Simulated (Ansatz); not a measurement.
Level of theory: Ansatz 0.2.0, DFT PBE, scalar-relativistic, plane waves, PAW. Settings: cutoff 420 eV, Γ-centred meshes spaced at most about 0.3 Å⁻¹ (2π included), Gaussian smearing. Collinear spin in cells that started with moments and kept them past the coarse steps, no spin elsewhere.

These are static total energies at zero pressure.

Two relaxed structures of CrGaC₄N₄:

1. (site moments Cr 3.0 μB)

```cif
data_structure
_symmetry_space_group_name_H-M 'P-43m'
_symmetry_Int_Tables_number 215
_cell_length_a 5.9599
_cell_length_b 5.9599
_cell_length_c 5.9599
_cell_angle_alpha 90.000
_cell_angle_beta 90.000
_cell_angle_gamma 90.000
_cell_volume 211.70
loop_
_atom_site_label
_atom_site_type_symbol
_atom_site_symmetry_multiplicity
_atom_site_Wyckoff_symbol
_atom_site_fract_x
_atom_site_fract_y
_atom_site_fract_z
_atom_site_occupancy
Cr1 Cr 1 b 0.50000 0.50000 0.50000 1
Ga1 Ga 1 a 0.00000 0.00000 0.00000 1
C1 C 4 e 0.19057 0.19057 0.19057 1
N1 N 4 e 0.30389 0.30389 0.30389 1
```

2. (site moments Cr 2.9 μB)

```cif
data_structure
_symmetry_space_group_name_H-M 'P-43m'
_symmetry_Int_Tables_number 215
_cell_length_a 5.9003
_cell_length_b 5.9003
_cell_length_c 5.9003
_cell_angle_alpha 90.000
_cell_angle_beta 90.000
_cell_angle_gamma 90.000
_cell_volume 205.41
loop_
_atom_site_label
_atom_site_type_symbol
_atom_site_symmetry_multiplicity
_atom_site_Wyckoff_symbol
_atom_site_fract_x
_atom_site_fract_y
_atom_site_fract_z
_atom_site_occupancy
Cr1 Cr 1 a 0.00000 0.00000 0.00000 1
Ga1 Ga 1 b 0.50000 0.50000 0.50000 1
C1 C 4 e 0.20047 0.20047 0.20047 1
N1 N 4 e 0.31570 0.31570 0.31570 1
```

**Question.** Which placement of the atoms is lower in energy, and by how much?

**Answer.** Cell 1 is lower, by 11 meV/atom. The two share one framework of sites and differ in which element sits where. Cell 1 has space group P-43m (No. 215), 21.2 Å³/atom and a gap of 1.04 eV on its mesh; cell 2 has space group P-43m (No. 215), 20.5 Å³/atom and a gap of 1.14 eV. The shortest distance is 1.17 Å (C–N) in cell 1 and 1.18 Å (C–N) in cell 2. The lower one is the more open, so pressure narrows the difference. Even the lower one lies +0.36 eV/atom against the reference forms of the elements (uncorrected), so neither is stable at this level. In cell 1, Cr has 4 N at 2.02 Å; Ga has 4 C at 1.97 Å; around C lie 1 N at 1.17 Å and 1 Ga at 1.97 Å; N is surrounded by 1 C at 1.17 Å and 1 Cr at 2.02 Å. In cell 2, Cr is surrounded by 4 C at 2.05 Å; Ga is surrounded by 4 N at 1.88 Å; around C lie 1 N at 1.18 Å and 1 Cr at 2.05 Å; around N lie 1 C at 1.18 Å and 1 Ga at 1.88 Å. Both come from invented guesses.

Kohn–Sham gaps at this level usually fall short of measured ones. The magnetic state reached may not be the lowest. Cells relaxed within their symmetry can be saddle points.
